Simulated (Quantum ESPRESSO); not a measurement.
## Sc3Mo3InTi (input and log of a self-consistent run)

Computed values, not a measurement. The program is pw.x of Quantum ESPRESSO 7.5 (plane-wave density functional theory). The cell is made up: eight metal atoms on a hexagonal close-packed lattice, with elements, volume, strain and displacements drawn at random and not relaxed, so it may be unstable or far from any real phase. PseudoDojo standard norm-conserving files set the functional (PBE unless stated); there is no spin polarisation or spin-orbit coupling, the Fermi-Dirac width of 0.25 eV means electrons at about 2900 K, and the masses in the input are unused placeholders. A spin test at this wide smearing found no moment, but such smearing suppresses magnetism that the real alloy may have.

Input:

```
&control calculation='scf', pseudo_dir='./dojo.nc.sr.pbe.v0_5.standard.upf', outdir='./o', disk_io='minimal', tprnfor=.true., tstress=.true. /
&system ibrav=0, nat=8, ntyp=4, nbnd=67, ecutwfc=84.00895049, nosym=.true., tot_charge=0,
 occupations='smearing', smearing='fd', degauss=0.0183746611
/
&electrons conv_thr=1.470e-08, electron_maxstep=70, mixing_beta=0.5 /
ATOMIC_SPECIES
In 1.0 In.upf
Mo 1.0 Mo.upf
Sc 1.0 Sc.upf
Ti 1.0 Ti.upf
CELL_PARAMETERS angstrom
0.0 0.0 -4.7974
0.0 5.2856 0.0
6.1033 0.0 0.0
ATOMIC_POSITIONS angstrom
Sc -0.0943 0.1184 -0.0546
Mo 3.0443 -0.0258 -0.0743
Mo 1.5544 2.7144 -0.0057
Sc 4.5615 2.6598 0.009
Mo -0.0123 1.7249 -2.4
In 3.1733 1.7387 -2.3987
Ti 1.5044 4.3721 -2.48
Sc 4.5234 4.5243 -2.3695
K_POINTS automatic
5 5 4 1 1 1
```

The log is shortened where brackets say so; the opening notice, blank lines, dates and the lines on written files are dropped, and the path of the files is cut. It prints rydbergs, bohrs and kilobars, and counts compression as positive stress. Its total energy is the free energy E - TS of the whole cell.

```
     Program PWSCF v.7.5
     Parallel version (MPI & OpenMP), running on       4 processor cores
     Number of MPI processes:                 4
     Threads/MPI process:                     1
     [start-up lines left out]
     bravais-lattice index     =            0
     lattice parameter (alat)  =       9.0658  a.u.
     unit-cell volume          =    1044.3872 (a.u.)^3
     number of atoms/cell      =            8
     number of atomic types    =            4
     number of electrons       =       100.00
     number of Kohn-Sham states=           67
     kinetic-energy cutoff     =      84.0090  Ry
     charge density cutoff     =     336.0358  Ry
     scf convergence threshold =      1.5E-08
     mixing beta               =       0.5000
     number of iterations used =            8  plain     mixing
     Exchange-correlation= PBE
                           (   1   4   3   4   0   0   0)
     [axes and pseudopotential details left out]
   Cartesian axes
     site n.     atom                  positions (alat units)
         1        Sc     tau(   1) = (  -0.0196565   0.0246800  -0.0113812  )
         2        Mo     tau(   2) = (   0.6345729  -0.0053779  -0.0154876  )
         3        Mo     tau(   3) = (   0.3240088   0.5658065  -0.0011881  )
         4        Sc     tau(   4) = (   0.9508275   0.5544253   0.0018760  )
         5        Mo     tau(   5) = (  -0.0025639   0.3595489  -0.5002710  )
         6        In     tau(   6) = (   0.6614625   0.3624255  -0.5000000  )
         7        Ti     tau(   7) = (   0.3135865   0.9113478  -0.5169467  )
         8        Sc     tau(   8) = (   0.9428857   0.9430733  -0.4939134  )
     number of k points=    50  Fermi-Dirac smearing, width (Ry)=  0.0184
                       cart. coord. in units 2pi/alat
        k(    1) = (   0.0982542   0.0907636  -0.1000000), wk =   0.0400000
        k(    2) = (   0.2947627   0.0907636  -0.1000000), wk =   0.0400000
     [further k points left out]
     Dense  grid:   108617 G-vectors     FFT dimensions: (  54,  60,  72)
     Estimated max dynamical RAM per process >     357.72 MB
     Estimated total dynamical RAM >       1.32 GB
     Initial potential from superposition of free atoms
     starting charge      99.9823, renormalised to     100.0000
     Starting wfcs are   79 randomized atomic wfcs
     total cpu time spent up to now is        5.9 secs
     per-process dynamical memory:   283.3 Mb
     Self-consistent Calculation
     iteration #  1     ecut=    84.01 Ry     beta= 0.50
     Davidson diagonalization with overlap
     ethr =  1.00E-02,  avg # of iterations =  2.2
     total cpu time spent up to now is       16.7 secs
     total energy              =    -962.01519077 Ry
     estimated scf accuracy    <       2.69253510 Ry
     iteration #  2     ecut=    84.01 Ry     beta= 0.50
     Davidson diagonalization with overlap
     ethr =  2.69E-03,  avg # of iterations =  6.0
     total cpu time spent up to now is       32.3 secs
     total energy              =    -961.82265439 Ry
     estimated scf accuracy    <      22.94573211 Ry
     iteration #  3     ecut=    84.01 Ry     beta= 0.50
     Davidson diagonalization with overlap
     ethr =  2.69E-03,  avg # of iterations =  2.4
     total cpu time spent up to now is       43.2 secs
     total energy              =    -963.46539829 Ry
     estimated scf accuracy    <       1.62404675 Ry
     iteration #  4     ecut=    84.01 Ry     beta= 0.50
     Davidson diagonalization with overlap
     ethr =  1.62E-03,  avg # of iterations =  2.0
     total cpu time spent up to now is       52.5 secs
     total energy              =    -963.55722718 Ry
     estimated scf accuracy    <       0.40728628 Ry
     iteration #  5     ecut=    84.01 Ry     beta= 0.50
     Davidson diagonalization with overlap
     ethr =  4.07E-04,  avg # of iterations =  6.8
     total cpu time spent up to now is       65.6 secs
     total energy              =    -963.58235824 Ry
     estimated scf accuracy    <       0.14411075 Ry
     [iterations 6 to 16 left out]
     iteration # 17     ecut=    84.01 Ry     beta= 0.50
     Davidson diagonalization with overlap
     ethr =  1.09E-09,  avg # of iterations =  5.9
     total cpu time spent up to now is      202.8 secs
     total energy              =    -963.57965575 Ry
     estimated scf accuracy    <       0.00000203 Ry
     iteration # 18     ecut=    84.01 Ry     beta= 0.50
     Davidson diagonalization with overlap
     ethr =  1.09E-09,  avg # of iterations =  2.0
     total cpu time spent up to now is      212.2 secs
     total energy              =    -963.57965588 Ry
     estimated scf accuracy    <       0.00000022 Ry
     iteration # 19     ecut=    84.01 Ry     beta= 0.50
     Davidson diagonalization with overlap
     ethr =  2.25E-10,  avg # of iterations =  3.7
     total cpu time spent up to now is      222.7 secs
     total energy              =    -963.57965587 Ry
     estimated scf accuracy    <       0.00000046 Ry
     iteration # 20     ecut=    84.01 Ry     beta= 0.50
     Davidson diagonalization with overlap
     ethr =  2.25E-10,  avg # of iterations =  2.4
     total cpu time spent up to now is      232.3 secs
     total energy              =    -963.57965590 Ry
     estimated scf accuracy    <       0.00000002 Ry
     iteration # 21     ecut=    84.01 Ry     beta= 0.50
     Davidson diagonalization with overlap
     ethr =  2.06E-11,  avg # of iterations =  6.1
     total cpu time spent up to now is      245.0 secs
     End of self-consistent calculation
     [lines on levels left out]
!    total energy              =    -963.57965590 Ry
     estimated scf accuracy    <          2.6E-09 Ry
     smearing contrib. (-TS)   =      -0.14796895 Ry
     internal energy E=F+TS    =    -963.43168696 Ry
     The total energy is F=E-TS. E is the sum of the following terms:
     one-electron contribution =    -253.58923106 Ry
     hartree contribution      =     172.11506232 Ry
     xc contribution           =    -167.97110362 Ry
     ewald contribution        =    -713.98641460 Ry
     convergence has been achieved in  21 iterations
     Forces acting on atoms (cartesian axes, Ry/au):
     atom    1 type  3   force =     0.04682187   -0.00797909    0.01205584
     atom    2 type  2   force =    -0.04770312   -0.01481946    0.01503568
     atom    3 type  2   force =    -0.01260550    0.01007119   -0.00253694
     atom    4 type  3   force =     0.00321785    0.00072525    0.00201950
     atom    5 type  2   force =     0.05795300    0.03177813   -0.00029818
     atom    6 type  1   force =    -0.05749069    0.00548579   -0.00834379
     atom    7 type  4   force =     0.01107856   -0.00342340    0.00279853
     atom    8 type  3   force =    -0.00127196   -0.02183841   -0.02073065
     Total force =     0.119282     Total SCF correction =     0.000169
     Computing stress (Cartesian axis) and pressure
          total   stress  (Ry/bohr**3)                   (kbar)     P=      -16.99
  -0.00020874  -0.00010337   0.00001086          -30.71      -15.21        1.60
  -0.00010337  -0.00016971  -0.00002339          -15.21      -24.96       -3.44
   0.00001086  -0.00002339   0.00003197            1.60       -3.44        4.70
     init_run     :      5.41s CPU      5.60s WALL (       1 calls)
     electrons    :    238.33s CPU    239.12s WALL (       1 calls)
     forces       :      1.76s CPU      1.77s WALL (       1 calls)
     stress       :      6.01s CPU      6.02s WALL (       1 calls)
     [timing details left out]
     PWSCF        :   4m11.81s CPU   4m12.82s WALL
     JOB DONE.
```

In other units: free energy -13110.169 eV for the cell, pressure -1.70 GPa, largest force component 1.490 eV/Å in size. The run took 255 s of wall time with four MPI processes on a shared machine (AMD EPYC, Zen 5, virtual cores), so the time is rough. A rerun of this cell at a higher cutoff and on a denser mesh moved values by no more than 0.003 eV in energy, 0.02 GPa in stress and 0.003 eV/Å in force, and a second program with other atomic files agreed on that cell to 2 % rms in force and 0.5 GPa in pressure.